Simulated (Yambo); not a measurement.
**How GW settings move the gap: KIO$_{3}$**

G0W0@PBEsol for KIO₃ (space group R3c, No. 161) in Yambo. Reference settings: 2×2×2 Γ-centred k mesh, 326 bands and a 8 Ry block in the screening, 326 bands in G with the Bruneval-Gonze terminator, plasmon pole fitted at 27.2 eV. The PBEsol gap Γ → Γ on this mesh is 2.86 eV; G0W0 gaps are taken between the same points.

```csv
change from the reference,G0W0 gap Γ → Γ (eV),shift of the valence edge (eV),rough Yambo cost
reference settings,4.57,-0.85,1
"121 bands in W, 121 bands in G",4.67,-0.66,about 1/3
"209 bands in W, 209 bands in G",4.60,-0.78,within a factor of two
121 bands in G,4.59,-0.82,–
209 bands in G,4.58,-0.84,–
150 bands in W,4.63,-0.74,about 1/2
2 Ry block,4.60,-0.71,within a factor of two
3 Ry block,4.48,-0.64,within a factor of two
7 Ry block,4.54,-0.79,within a factor of two
pole fitted at 40 eV,4.59,-0.89,–
no random integration,4.50,-0.60,–
"121 bands in G, no terminator",4.51,-0.25,–
"209 bands in G, no terminator",4.52,-0.53,–
no terminator,4.54,-0.68,–
```

The reference isn't shown to be the converged limit. Costs are rough (shared machines), scaled to the same edge states, and given only for runs that recompute the screening.

Without spin-orbit coupling, band edges of such heavy elements can be off by tenths of an eV.

Geometry of the Materials Project entry, not relaxed at this level; primitive cell a = 6.2876 Å, b = 6.2876 Å, c = 6.2876 Å, α = 59.93°, β = 59.93°, γ = 59.93°.

The structure is a Materials Project entry; no match was found in the copy of COD used, and its stability was not checked.

A shift is the quasiparticle energy of the state minus its PBEsol energy.
